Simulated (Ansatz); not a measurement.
Below is a relaxed structure of Cd₃Cl₃O. The cell was found from a structure generator's guess, not taken from experiment.

All numbers below come from DFT PBE, scalar-relativistic, plane waves, PAW (Ansatz). Cutoff 420 eV, Γ-centred mesh, Gaussian smearing, no spin polarisation.

```
Cd Cl O
1.0
     3.91161    2.25837    3.12828
    -3.91161    2.25837    3.12828
     0.00000   -4.51673    3.12828
Cd Cl O
3 3 1
Direct
  0.50878 0.06868 0.50878
  0.50878 0.50878 0.06868
  0.06868 0.50878 0.50878
  0.98569 0.98569 0.48268
  0.48268 0.98569 0.98569
  0.98569 0.48268 0.98569
  0.46119 0.46119 0.46119
```

Energies over the elements count from the elements' standard structures at the same level (Cl₂, O₂ as molecules), with no fitted energy shifts.

Task: Find its symmetry and describe it.

Result: R3m (No. 160). Conventional cell: a = 7.823 Å, c = 9.385 Å. Around Cd lie 1 O at 2.19 Å, 2 Cl at 2.67 Å and 2 Cl at 2.91 Å; Cl has 2 Cd at 2.67 Å and 2 Cd at 2.91 Å; O is surrounded by 3 Cd at 2.19 Å.

Task: How far does it lie from the elements in energy?

Result: −0.79 eV/atom. A negative formation energy is needed for stability but isn't enough: competing phases decide.

Task: Is it a metal?

Result: Yes, bands cross the Fermi level on the 6×6×6 mesh.

The last run used a 6×6×6 mesh for its 7-atom cell and Gaussian smearing of 0.10 eV. An odd number of electrons in the primitive cell allows no gap without spin; a larger cell or a magnetic state could open one. This cell was reached by moving the atoms of another relaxed cell at random and relaxing again, last within the group found; it had no such test of its own.
